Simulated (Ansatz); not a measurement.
Run on Pt (fcc type): DFT, LDA, all-electron LAPW, scalar-relativistic (Ansatz 0.2.0).

The cell comes from a relaxation on PAW files under the same functional.

Command: `ansatz run input.yaml --threads 1 --pin off --max-ram 2048MiB --backend cpu --events-out ev --progress --plain --runs-dir out` It took 18 s on 1 thread of Intel(R) Xeon(R) Platinum 8488C (Sapphire Rapids), on a shared host, peak memory 0.42 GiB.

```yaml
crystal:
  lattice:
    - [0.0, 1.9469213646, 1.9469213646]
    - [1.9469213646, 0.0, 1.9469213646]
    - [1.9469213646, 1.9469213646, 0.0]
  atoms:
    - { symbol: Pt, position: [0.0, 0.0, 0.0] }
kpoints:
  mp_grid: { grid: [17, 17, 17] }
  band_path:
    path:
      - [0.0, 0.0, 0.0]
      - [0.5, 0.0, 0.5]
      - [0.625, 0.25, 0.625]
      - [0.375, 0.375, 0.75]
      - [0.0, 0.0, 0.0]
      - [0.5, 0.5, 0.5]
      - [0.5, 0.25, 0.75]
      - [0.5, 0.0, 0.5]
    npoints: 14
scf:
  occupations: { method: fermi_dirac, width: 0.05 }
hamiltonian:
  xc: lda
  pseudopotentials: { kind: all_electron, lapw: { basis_error: 0.001 } }
output:
  forces: true
  stress: true
  eigenvalues: true
  populations: true
  dos: { projected: true, de: 0.2, e_range: [-14, 8] }
```

Output:

```
Pt: projections on atomic orbitals take those of the free atom 1s2 2s2 2p6 3s2 3p6 3d10 4s2 4p6 4d10 4f14 5s2 5p6 5d9 6s1, of charge +0.00 (hamiltonian.pseudopotentials.projection_atoms)
LAPW: plane waves up to 8.491 Å⁻¹, error target 1.0e-3 eV per atom; small_component_spin mean_spin; Pt in spheres of 1.377 Å, 42 of its electrons in bands, Dirac shells [] (how accurate: hamiltonian.pseudopotentials.lapw.basis_error, Limitations)
Engine: ansatz 0.2.0
Pseudopotentials: kind: all_electron
Pseudopotential: Pt, LAPW, valence charge 42, lapw/all_electron/scalar/gaussian/Pt, Koelling and Harmon's equation, gaussian nucleus
Functional definition: SPW92
  exchange = slater_x
  correlation = pw_c
Crystal: 1 atoms, lattice volume = 14.760 Å³
Basis set: ecut = 274.7001972639897 eV, 169 PW (Γ), exchange–correlation at level 2
Bands: 26, of which v1, the nominal top of the filled ones, is band 21 counted from 1 (20 counted from 0)
Symmetry: 48 space group operations
Space group: Fm-3m (ITA 225), of the structure as read, at distance tolerance 2.5e-5 Å
k-points: 165 of 4913
Non-local potential: Pt, projectors of the file, none
Initial density: superposition of atomic densities (chi_scale 0.1, normalization cell)
Initial wavefunctions: plane waves of lowest kinetic energy (no species holds an atomic orbital)
Functional: x = slater, c = lda
iter 1 solved again at ethr=1.74e-4 eV; its pass at ethr=1.00e-1 eV (dr2=7.32e-2 eV) is discarded
SCF iter   1: F=—  HF=-500679.886020 eV  |F-HF|=—  |Δ(HF+E_count)|=         —  Δρ=3.15e-2  dr2=7.35e-2  ethr=1.74e-4  ⟨swp⟩=3.0  Hψ=27224  notcnv=0
preconditioner: auto → Kerker (q_TF=auto, 3.248 Å⁻¹)  [metal: Δε(μ)=0.006 eV  Ē_g=16.120 eV  σ=0.050 eV  W_gap=0.03  n_scr=14 (ndim 8)  ℏωp=30.6 eV  f_vac=0.003  D(μ)=1.75/eV (n_scr^D=26)]
iter 2 solved again at ethr=1.34e-5 eV; its pass at ethr=1.74e-4 eV (dr2=5.61e-3 eV) is discarded
SCF iter   2: F=—  HF=-500679.517120 eV  |F-HF|=—  |Δ(HF+E_count)|=   3.69e-1  Δρ=7.19e-3  dr2=5.62e-3  ethr=1.34e-5  ⟨swp⟩=2.0  Hψ=22074  notcnv=0
SCF iter   3: F=—  HF=-500679.494364 eV  |F-HF|=—  |Δ(HF+E_count)|=         —  Δρ=7.23e-3  dr2=5.78e-3  ethr=1.34e-5  ⟨swp⟩=2.0  Hψ=12440  notcnv=0
the basis was enlarged: its passes take 195.9 KiB over the memory plan, 1 of 1 planned eigensolver slots
SCF iter   4: F=—  HF=-500679.491944 eV  |F-HF|=—  |Δ(HF+E_count)|=   2.42e-3  Δρ=4.31e-3  dr2=2.43e-3  ethr=1.34e-5  ⟨swp⟩=2.0  Hψ=12268  notcnv=0
SCF iter   5: F=—  HF=-500679.491667 eV  |F-HF|=—  |Δ(HF+E_count)|=   2.77e-4  Δρ=1.91e-3  dr2=5.68e-4  ethr=5.78e-6  ⟨swp⟩=2.0  Hψ=12005  notcnv=0
SCF iter   6: F=—  HF=-500679.491715 eV  |F-HF|=—  |Δ(HF+E_count)|=   4.75e-5  Δρ=2.96e-4  dr2=1.19e-5  ethr=1.35e-6  ⟨swp⟩=2.0  Hψ=12435  notcnv=0
SCF iter   7: F=—  HF=-500679.491712 eV  |F-HF|=—  |Δ(HF+E_count)|=   2.05e-6  Δρ=6.66e-5  dr2=4.24e-7  ethr=2.82e-8  ⟨swp⟩=2.0  Hψ=12440  notcnv=0
SCF iter   8: F=-500679.491712 eV  HF=-500679.491712 eV  |F-HF|=7.74e-9  |Δ(HF+E_count)|=   5.63e-8  Δρ=1.20e-5  dr2=1.65e-8  ethr=1.01e-9  ⟨swp⟩=2.0  Hψ=12440  notcnv=0
SCF 1 converged in 8 iterations: F = -500679.491712 eV  dr2 = 1.65e-8
NSCF: frozen V_eff on 99 k-points
SCF converged after 8 iterations
Free energy (F): -500679.491712 eV
Harris-Foulkes:  -500679.491712 eV  (|F-HF|=7.74e-9)
Internal energy: -500679.477420 eV  (E = F + TS)
E sigma→0 (E₀):  -500679.484566 eV
Entropy (-TS):   -0.014292 eV (-14.292 meV/atom)
Fermi energy:    29.323215 eV
--- Per-component energies (eV) ---
  E_band       = -3291.417841
  E_kinetic    = 568417.296352
  E_xc         = -9414.170295
  E_electrostatic = -1059682.603478  (all electrons and nuclei)
  E_smearing   = -0.014292  (= −TS)
  E_closure    = -0.000000  (closes the sum)
  E_atoms      = -500671.935187  (free atoms, spherical and without spin; not in F)
  Σ components = -500679.491712   (vs F -500679.491712, Δ=0.00e0)
  Basis errors (estimates in eV, not in F): energy 2.3e-4 per atom: plane waves 1.9e-4 (9.7e-5 summed), levels above the bands 2.4e-178, relativity 1.2e-8, radial functions 3.7e-5, core shells 1.3e-7; eigenvalues (radial functions only) 4.5e-6; not estimated: angular momenta, meshes, grids; target (lapw.basis_error) 1.0e-3; muffin-tin radii Pt 1.377 Å
--- Forces (eV/Å), atoms counted from 1 ---
  atom   1  Pt     0.00000000     0.00000000    -0.00000000
  max |Σ_I F_I| component: 5.26e-31 eV/Å
--- Stress (GPa, compression-positive) ---
        0.003375      -0.000000       0.000000
       -0.000000       0.003375      -0.000000
        0.000000      -0.000000       0.003375
  P = ⅓ Tr σ = 0.0034 GPa (0.034 kbar)
--- Band table (eV; the first three rows and the last of 165) ---
  k-point 0: bands = ["-273.6974", "-273.6974", "-273.6974", "-273.6604", "-273.6604", "-69.3693", "-37.9307", "-37.8997", "-37.8997", "-37.8997", "-37.8819", "-37.8819", "-37.8819", "-23.2451", "-23.2451", "-23.2451", "18.7798", "25.3681", "25.3681", "25.3681", "27.6387", "27.6387", "43.8826", "48.8956", "48.8956", "48.8956"]
  k-point 1: bands = ["-273.6974", "-273.6974", "-273.6974", "-273.6604", "-273.6604", "-69.3681", "-37.9306", "-37.8998", "-37.8998", "-37.8996", "-37.8819", "-37.8819", "-37.8819", "-23.2629", "-23.2476", "-23.2476", "18.9231", "25.3028", "25.4260", "25.4260", "27.6055", "27.6055", "44.1083", "48.1693", "49.1167", "49.1167"]
  k-point 2: bands = ["-273.6974", "-273.6974", "-273.6974", "-273.6604", "-273.6604", "-69.3645", "-37.9304", "-37.9002", "-37.9002", "-37.8996", "-37.8820", "-37.8817", "-37.8817", "-23.3139", "-23.2549", "-23.2549", "19.3377", "25.1389", "25.5746", "25.5746", "27.5378", "27.5378", "44.7172", "46.6742", "49.7576", "49.7576"]
  k-point 164: bands = ["-273.6974", "-273.6974", "-273.6974", "-273.6604", "-273.6604", "-69.3204", "-37.9278", "-37.9035", "-37.9033", "-37.9023", "-37.8807", "-37.8806", "-37.8804", "-23.6035", "-23.5719", "-23.4389", "23.4478", "24.3449", "24.7813", "27.2792", "29.7768", "35.9444", "37.7263", "38.1468", "41.7761", "53.6697"]
--- Löwdin populations: 1 site ---
  site symbol       q [e]
     0     Pt     77.8548
  spilling = 0.001862 (of n_electrons = 78.000000)
```

populations.tsv:

```
# site	symbol	l	j	q
# orbitals = lowdin
# n_electrons = 78.000000
# spilling = 0.001862
# projection_atom_Pt: 1s2 2s2 2p6 3s2 3p6 3d10 4s2 4p6 4d10 4f14 5s2 5p6 5d9 6s1
0	Pt	0_1S	-	1.999999
0	Pt	0_2S	-	1.999991
0	Pt	0_3S	-	1.999895
0	Pt	0_4S	-	1.998931
0	Pt	0_5S	-	1.984465
0	Pt	0_6S	-	0.966228
0	Pt	1_2P	-	6.000000
0	Pt	1_3P	-	5.999997
0	Pt	1_4P	-	5.999975
0	Pt	1_5P	-	5.998063
0	Pt	2_3D	-	9.999998
0	Pt	2_4D	-	9.999980
0	Pt	2_5D	-	8.907289
0	Pt	3_4F	-	13.999977
```

Next run (volume at 0.94 of the series' base cell), as changes to the input before:

```diff
   lattice:
-    - [0.0, 1.9469213646, 1.9469213646]
-    - [1.9469213646, 0.0, 1.9469213646]
-    - [1.9469213646, 1.9469213646, 0.0]
+    - [0.0, 1.9071771235, 1.9071771235]
+    - [1.9071771235, 0.0, 1.9071771235]
+    - [1.9071771235, 1.9071771235, 0.0]
   atoms:
   mp_grid: { grid: [17, 17, 17] }
-  band_path:
-    path:
-      - [0.0, 0.0, 0.0]
-      - [0.5, 0.0, 0.5]
-      - [0.625, 0.25, 0.625]
-      - [0.375, 0.375, 0.75]
-      - [0.0, 0.0, 0.0]
-      - [0.5, 0.5, 0.5]
-      - [0.5, 0.25, 0.75]
-      - [0.5, 0.0, 0.5]
-    npoints: 14
 scf:
   populations: true
-  dos: { projected: true, de: 0.2, e_range: [-14, 8] }
```

Command: `ansatz run input.yaml --threads 1 --pin off --max-ram 2048MiB --backend cpu --events-out ev --progress --plain --runs-dir out` It took 14 s on 1 thread of Intel(R) Xeon(R) Platinum 8488C (Sapphire Rapids) (shared host), peak memory 0.41 GiB.

Results part of the output:

```
SCF 1 converged in 6 iterations: F = -500679.433713 eV  dr2 = 6.43e-8
SCF converged after 6 iterations
Free energy (F): -500679.433713 eV
Harris-Foulkes:  -500679.433713 eV  (|F-HF|=1.83e-8)
Internal energy: -500679.420754 eV  (E = F + TS)
E sigma→0 (E₀):  -500679.427233 eV
Entropy (-TS):   -0.012959 eV (-12.959 meV/atom)
Fermi energy:    31.715683 eV
--- Per-component energies (eV) ---
  E_band       = -3201.568713
  E_kinetic    = 568423.460335
  E_xc         = -9415.379699
  E_electrostatic = -1059687.501390  (all electrons and nuclei)
  E_smearing   = -0.012959  (= −TS)
  E_closure    = 0.000000  (closes the sum)
  E_atoms      = -500671.935187  (free atoms, spherical and without spin; not in F)
  Σ components = -500679.433713   (vs F -500679.433713, Δ=0.00e0)
  Basis errors (estimates in eV, not in F): energy 2.3e-4 per atom: plane waves 1.9e-4 (9.7e-5 summed), levels above the bands 2.3e-182, relativity 1.2e-8, radial functions 3.4e-5, core shells 2.5e-7; eigenvalues (radial functions only) 4.7e-6; not estimated: angular momenta, meshes, grids; target (lapw.basis_error) 1.0e-3; muffin-tin radii Pt 1.349 Å
--- Forces (eV/Å), atoms counted from 1 ---
  atom   1  Pt    -0.00000000     0.00000000    -0.00000000
  max |Σ_I F_I| component: 4.27e-31 eV/Å
--- Stress (GPa, compression-positive) ---
       22.393946       0.000000       0.000000
        0.000000      22.393946      -0.000000
        0.000000      -0.000000      22.393946
  P = ⅓ Tr σ = 22.3939 GPa (223.939 kbar)
--- Band table (eV; the first three rows and the last of 165) ---
  k-point 0: bands = ["-271.5016", "-271.5016", "-271.5016", "-271.4647", "-271.4647", "-67.2237", "-35.7396", "-35.7069", "-35.7069", "-35.7069", "-35.6903", "-35.6903", "-35.6903", "-21.0557", "-21.0557", "-21.0557", "20.4483", "27.3437", "27.3437", "27.3437", "29.8520", "29.8520", "46.0649", "51.4302", "51.4302", "51.4302"]
  k-point 1: bands = ["-271.5016", "-271.5016", "-271.5016", "-271.4647", "-271.4647", "-67.2221", "-35.7395", "-35.7071", "-35.7071", "-35.7069", "-35.6903", "-35.6902", "-35.6902", "-21.0783", "-21.0588", "-21.0588", "20.6010", "27.2705", "27.4070", "27.4070", "29.8137", "29.8137", "46.3151", "50.6965", "51.6741", "51.6741"]
  k-point 2: bands = ["-271.5016", "-271.5016", "-271.5016", "-271.4647", "-271.4647", "-67.2172", "-35.7392", "-35.7076", "-35.7076", "-35.7069", "-35.6904", "-35.6900", "-35.6900", "-21.1427", "-21.0679", "-21.0679", "21.0416", "27.0873", "27.5695", "27.5695", "29.7351", "29.7351", "46.9941", "49.2002", "52.3832", "52.3832"]
  k-point 164: bands = ["-271.5016", "-271.5016", "-271.5016", "-271.4647", "-271.4647", "-67.1574", "-35.7356", "-35.7120", "-35.7117", "-35.7105", "-35.6886", "-35.6885", "-35.6882", "-21.5056", "-21.4659", "-21.2984", "25.2183", "26.2261", "26.7058", "29.4256", "32.2296", "38.7175", "40.5232", "40.8903", "44.7340", "56.6031"]
--- Löwdin populations: 1 site ---
  site symbol       q [e]
     0     Pt     77.8517
  spilling = 0.001902 (of n_electrons = 78.000000)
```

Next run (volume at 0.88 of the series' base cell), as changes to the input before:

```diff
   lattice:
-    - [0.0, 1.9071771235, 1.9071771235]
-    - [1.9071771235, 0.0, 1.9071771235]
-    - [1.9071771235, 1.9071771235, 0.0]
+    - [0.0, 1.8657035373, 1.8657035373]
+    - [1.8657035373, 0.0, 1.8657035373]
+    - [1.8657035373, 1.8657035373, 0.0]
   atoms:
```

Command: `ansatz run input.yaml --threads 1 --pin off --max-ram 2048MiB --backend cpu --events-out ev --progress --plain --runs-dir out` It took 15 s on 1 thread of Intel(R) Xeon(R) Platinum 8488C (Sapphire Rapids), on a shared host, peak memory 0.43 GiB.

Results part of the output:

```
SCF 1 converged in 7 iterations: F = -500679.225529 eV  dr2 = 8.79e-10
SCF converged after 7 iterations
Free energy (F): -500679.225529 eV
Harris-Foulkes:  -500679.225529 eV  (|F-HF|=2.33e-10)
Internal energy: -500679.213800 eV  (E = F + TS)
E sigma→0 (E₀):  -500679.219665 eV
Entropy (-TS):   -0.011730 eV (-11.730 meV/atom)
Fermi energy:    34.436647 eV
--- Per-component energies (eV) ---
  E_band       = -3099.408118
  E_kinetic    = 568431.177304
  E_xc         = -9416.828088
  E_electrostatic = -1059693.563016  (all electrons and nuclei)
  E_smearing   = -0.011730  (= −TS)
  E_closure    = 0.000000  (closes the sum)
  E_atoms      = -500671.935187  (free atoms, spherical and without spin; not in F)
  Σ components = -500679.225529   (vs F -500679.225529, Δ=0.00e0)
  Basis errors (estimates in eV, not in F): energy 2.3e-4 per atom: plane waves 1.9e-4 (9.8e-5 summed), levels above the bands 4.8e-189, relativity 1.2e-8, radial functions 3.2e-5, core shells 5.0e-7; eigenvalues (radial functions only) 4.8e-6; not estimated: angular momenta, meshes, grids; target (lapw.basis_error) 1.0e-3; muffin-tin radii Pt 1.319 Å
--- Forces (eV/Å), atoms counted from 1 ---
  atom   1  Pt    -0.00000000     0.00000000    -0.00000000
  max |Σ_I F_I| component: 1.38e-30 eV/Å
--- Stress (GPa, compression-positive) ---
       54.965297      -0.000000       0.000000
       -0.000000      54.965297       0.000000
        0.000000       0.000000      54.965297
  P = ⅓ Tr σ = 54.9653 GPa (549.653 kbar)
--- Band table (eV; the first three rows and the last of 165) ---
  k-point 0: bands = ["-268.9990", "-268.9990", "-268.9990", "-268.9622", "-268.9622", "-64.7906", "-33.2432", "-33.2085", "-33.2085", "-33.2085", "-33.1935", "-33.1935", "-33.1935", "-18.5642", "-18.5642", "-18.5642", "22.3590", "29.5759", "29.5759", "29.5759", "32.3621", "32.3621", "48.5061", "54.2560", "54.2560", "54.2560"]
  k-point 1: bands = ["-268.9990", "-268.9990", "-268.9990", "-268.9622", "-268.9622", "-64.7883", "-33.2431", "-33.2087", "-33.2087", "-33.2085", "-33.1935", "-33.1934", "-33.1934", "-18.5931", "-18.5682", "-18.5682", "22.5228", "29.4933", "29.6454", "29.6454", "32.3176", "32.3176", "48.7838", "53.5109", "54.5253", "54.5253"]
  k-point 2: bands = ["-268.9990", "-268.9990", "-268.9990", "-268.9622", "-268.9622", "-64.7817", "-33.2427", "-33.2094", "-33.2094", "-33.2084", "-33.1936", "-33.1931", "-33.1931", "-18.6756", "-18.5796", "-18.5796", "22.9936", "29.2880", "29.8239", "29.8239", "32.2256", "32.2256", "49.5384", "52.0099", "55.3091", "55.3091"]
  k-point 164: bands = ["-268.9990", "-268.9990", "-268.9990", "-268.9622", "-268.9622", "-64.6993", "-33.2378", "-33.2153", "-33.2149", "-33.2133", "-33.1912", "-33.1910", "-33.1906", "-19.1350", "-19.0844", "-18.8715", "27.2173", "28.3570", "28.8882", "31.8536", "35.0224", "41.8620", "43.7120", "44.0112", "48.0963", "59.8661"]
--- Löwdin populations: 1 site ---
  site symbol       q [e]
     0     Pt     77.8493
  spilling = 0.001931 (of n_electrons = 78.000000)
```

Next run (volume at 0.8 of the series' base cell), as changes to the input before:

```diff
   lattice:
-    - [0.0, 1.8657035373, 1.8657035373]
-    - [1.8657035373, 0.0, 1.8657035373]
-    - [1.8657035373, 1.8657035373, 0.0]
+    - [0.0, 1.8073616932, 1.8073616932]
+    - [1.8073616932, 0.0, 1.8073616932]
+    - [1.8073616932, 1.8073616932, 0.0]
   atoms:
```

Command: `ansatz run input.yaml --threads 1 --pin off --max-ram 2048MiB --backend cpu --events-out ev --progress --plain --runs-dir out` It took 14 s on 1 thread of Intel(R) Xeon(R) Platinum 8488C (Sapphire Rapids), with other jobs on the host, peak memory 0.41 GiB.

Results part of the output:

```
SCF 1 converged in 6 iterations: F = -500678.592175 eV  dr2 = 4.29e-10
SCF converged after 6 iterations
Free energy (F): -500678.592175 eV
Harris-Foulkes:  -500678.592175 eV  (|F-HF|=1.16e-9)
Internal energy: -500678.582010 eV  (E = F + TS)
E sigma→0 (E₀):  -500678.587092 eV
Entropy (-TS):   -0.010165 eV (-10.165 meV/atom)
Fermi energy:    38.697041 eV
--- Per-component energies (eV) ---
  E_band       = -2939.619058
  E_kinetic    = 568444.925240
  E_xc         = -9419.234367
  E_electrostatic = -1059704.272882  (all electrons and nuclei)
  E_smearing   = -0.010165  (= −TS)
  E_closure    = 0.000000  (closes the sum)
  E_atoms      = -500671.935187  (free atoms, spherical and without spin; not in F)
  Σ components = -500678.592175   (vs F -500678.592175, Δ=0.00e0)
  Basis errors (estimates in eV, not in F): energy 2.3e-4 per atom: plane waves 2.0e-4 (9.9e-5 summed), levels above the bands 2.6e-204, relativity 1.4e-8, radial functions 2.9e-5, core shells 1.3e-6; eigenvalues (radial functions only) 5.0e-6; not estimated: angular momenta, meshes, grids; target (lapw.basis_error) 1.0e-3; muffin-tin radii Pt 1.278 Å
--- Forces (eV/Å), atoms counted from 1 ---
  atom   1  Pt    -0.00000000    -0.00000000     0.00000000
  max |Σ_I F_I| component: 1.23e-31 eV/Å
--- Stress (GPa, compression-positive) ---
      122.566197      -0.000000      -0.000000
       -0.000000     122.566197      -0.000000
       -0.000000      -0.000000     122.566197
  P = ⅓ Tr σ = 122.5662 GPa (1225.662 kbar)
--- Band table (eV; the first three rows and the last of 165) ---
  k-point 0: bands = ["-265.0748", "-265.0748", "-265.0748", "-265.0386", "-265.0386", "-61.0010", "-29.3309", "-29.2920", "-29.2920", "-29.2920", "-29.2805", "-29.2805", "-29.2805", "-14.6611", "-14.6611", "-14.6611", "25.3841", "33.0425", "33.0425", "33.0425", "36.2792", "36.2792", "52.2549", "58.5818", "58.5818", "58.5818"]
  k-point 1: bands = ["-265.0748", "-265.0748", "-265.0748", "-265.0386", "-265.0386", "-60.9973", "-29.3307", "-29.2923", "-29.2923", "-29.2919", "-29.2805", "-29.2803", "-29.2803", "-14.7021", "-14.6666", "-14.6666", "25.5662", "32.9448", "33.1220", "33.1220", "36.2240", "36.2240", "52.5755", "57.8140", "58.8900", "58.8900"]
  k-point 2: bands = ["-265.0748", "-265.0748", "-265.0748", "-265.0386", "-265.0386", "-60.9869", "-29.3301", "-29.2934", "-29.2934", "-29.2919", "-29.2806", "-29.2799", "-29.2799", "-14.8189", "-14.6822", "-14.6822", "26.0863", "32.7048", "33.3261", "33.3261", "36.1085", "36.1085", "53.4434", "56.2974", "59.7873", "59.7873"]
  k-point 164: bands = ["-265.0748", "-265.0748", "-265.0748", "-265.0386", "-265.0386", "-60.8577", "-29.3224", "-29.3023", "-29.3017", "-29.2993", "-29.2769", "-29.2766", "-29.2761", "-15.4594", "-15.3883", "-15.0897", "30.3220", "31.6808", "32.2977", "35.6307", "39.4029", "46.7727", "48.7203", "48.9007", "53.3573", "64.9128"]
--- Löwdin populations: 1 site ---
  site symbol       q [e]
     0     Pt     77.8474
  spilling = 0.001956 (of n_electrons = 78.000000)
```

Next run (volume at 0.72 of the series' base cell), as changes to the input before:

```diff
   lattice:
-    - [0.0, 1.8073616932, 1.8073616932]
-    - [1.8073616932, 0.0, 1.8073616932]
-    - [1.8073616932, 1.8073616932, 0.0]
+    - [0.0, 1.7449885289, 1.7449885289]
+    - [1.7449885289, 0.0, 1.7449885289]
+    - [1.7449885289, 1.7449885289, 0.0]
   atoms:
```

Results part of the output:

```
SCF 1 converged in 6 iterations: F = -500677.309399 eV  dr2 = 3.56e-10
SCF converged after 6 iterations
Free energy (F): -500677.309399 eV
Harris-Foulkes:  -500677.309399 eV  (|F-HF|=1.28e-9)
Internal energy: -500677.300817 eV  (E = F + TS)
E sigma→0 (E₀):  -500677.305108 eV
Entropy (-TS):   -0.008582 eV (-8.582 meV/atom)
Fermi energy:    43.890554 eV
--- Per-component energies (eV) ---
  E_band       = -5579.431019
  E_kinetic    = 568464.165691
  E_xc         = -9422.356953
  E_electrostatic = -1059719.109555  (all electrons and nuclei)
  E_smearing   = -0.008582  (= −TS)
  E_closure    = 0.000000  (closes the sum)
  E_atoms      = -500671.935187  (free atoms, spherical and without spin; not in F)
  Σ components = -500677.309399   (vs F -500677.309399, Δ=0.00e0)
  Basis errors (estimates in eV, not in F): energy 2.4e-4 per atom: plane waves 2.0e-4 (1.0e-4 summed), levels above the bands 6.9e-219, relativity 1.3e-8, radial functions 4.0e-5, core shells 4.3e-8; eigenvalues (radial functions only) 5.3e-6; not estimated: angular momenta, meshes, grids; target (lapw.basis_error) 1.0e-3; muffin-tin radii Pt 1.234 Å
--- Forces (eV/Å), atoms counted from 1 ---
  atom   1  Pt    -0.00000000     0.00000000     0.00000000
  max |Σ_I F_I| component: 1.73e-31 eV/Å
--- Stress (GPa, compression-positive) ---
      235.270682       0.000000       0.000000
        0.000000     235.270682       0.000000
        0.000000       0.000000     235.270682
  P = ⅓ Tr σ = 235.2707 GPa (2352.707 kbar)
--- Band table (eV; the first three rows and the last of 165) ---
  k-point 0: bands = ["-472.3697", "-472.3697", "-472.3697", "-260.2871", "-260.2871", "-260.2871", "-260.2520", "-260.2520", "-56.4227", "-24.5615", "-24.5154", "-24.5154", "-24.5154", "-24.5099", "-24.5099", "-24.5099", "-9.9009", "-9.9009", "-9.9009", "29.1353", "37.2260", "37.2260", "37.2260", "41.0348", "41.0348", "56.7244", "63.7248", "63.7248", "63.7248"]
  k-point 1: bands = ["-472.3697", "-472.3697", "-472.3697", "-260.2871", "-260.2871", "-260.2871", "-260.2520", "-260.2520", "-56.4169", "-24.5611", "-24.5160", "-24.5160", "-24.5154", "-24.5100", "-24.5096", "-24.5096", "-9.9607", "-9.9086", "-9.9086", "29.3414", "37.1093", "37.3180", "37.3180", "40.9648", "40.9648", "57.0971", "62.9233", "64.0802", "64.0802"]
  k-point 2: bands = ["-472.3697", "-472.3697", "-472.3697", "-260.2871", "-260.2871", "-260.2871", "-260.2520", "-260.2520", "-56.4001", "-24.5601", "-24.5176", "-24.5176", "-24.5153", "-24.5101", "-24.5088", "-24.5088", "-10.1304", "-9.9307", "-9.9307", "29.9248", "36.8279", "37.5541", "37.5541", "40.8167", "40.8167", "58.0984", "61.3758", "65.1131", "65.1131"]
  k-point 164: bands = ["-472.3697", "-472.3697", "-472.3697", "-260.2871", "-260.2871", "-260.2871", "-260.2520", "-260.2520", "-56.1908", "-24.5477", "-24.5317", "-24.5308", "-24.5271", "-24.5041", "-24.5036", "-24.5027", "-11.0439", "-10.9418", "-10.5138", "34.0755", "35.7205", "36.4504", "40.1986", "44.7555", "52.7459", "54.8467", "54.8645", "59.7598", "70.9934"]
--- Löwdin populations: 1 site ---
  site symbol       q [e]
     0     Pt     77.8467
  spilling = 0.001965 (of n_electrons = 78.000000)
```

Spin–orbit coupling is left out, which matters for the heavy atoms.
